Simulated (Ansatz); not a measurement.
Total density of states per atom from DFT-r²SCAN in the program Ansatz with PAW potentials, in 0.25 eV bins, energy from the valence-band maximum:

```tsv
E (eV)	states/eV/atom
-7.85	0.00
-7.60	0.03
-7.35	0.17
-7.10	0.17
-6.85	0.08
-6.60	0.06
-6.35	0.06
-6.10	0.10
-5.85	0.72
-5.60	1.45
-5.35	1.69
-5.10	2.06
-4.85	0.96
-4.60	1.12
-4.35	1.91
-4.10	2.17
-3.85	0.68
-3.60	0.68
-3.35	0.84
-3.10	0.64
-2.85	0.73
-2.60	0.52
-2.35	0.49
-2.10	0.81
-1.85	0.69
-1.60	0.78
-1.35	0.86
-1.10	0.96
-0.85	0.94
-0.60	1.15
-0.35	0.39
-0.10	0.10
0.15	0.00
0.40	0.00
0.65	0.00
0.90	0.00
1.15	0.00
1.40	0.00
1.65	0.00
1.90	0.01
2.15	0.01
2.40	0.01
2.65	0.02
2.90	0.02
3.15	0.03
3.40	0.04
3.65	0.04
3.90	0.05
4.15	0.06
4.40	0.08
4.65	0.09
4.90	0.10
5.15	0.12
5.40	0.15
5.65	0.18
5.90	0.26
6.15	0.32
6.40	0.31
```

Which of these materials gives this?
(A) SrZn2Ge2, I4/mmm (Sr on 2a, Zn on 4d, Ge on 4e)
(B) In3Pd2, La2O3 or Ni2Al3 type
(C) ScGa3, Cu3Au type
(D) Zn3InGaO6, R3m (Pearson symbol hR11)

D, Zn3InGaO6, R3m (Pearson symbol hR11). Top 1 eV of the valence band: O 2p 79 %, Zn 3d 18 %. Bottom 1 eV of the conduction band: Zn 4s 33 %, O 2s 24 %, O 2p 14 %, In 5s 14 %, Ga 4s 9 %. Projections are on Löwdin-orthogonalised atomic valence shells; empty p or d shells of many metals are not among them.

The first step of the workflow began from a Materials Project structure, measured or hypothetical; the Crystallography Open Database copy checked does not list it. Its standing as an ambient phase is unchecked. Symmetry was held in the r²SCAN relaxation; its stability against distortions is not shown here. Spin–orbit coupling is left out wherever it is not named.

Potentials: the later of the program's two PAW sets.
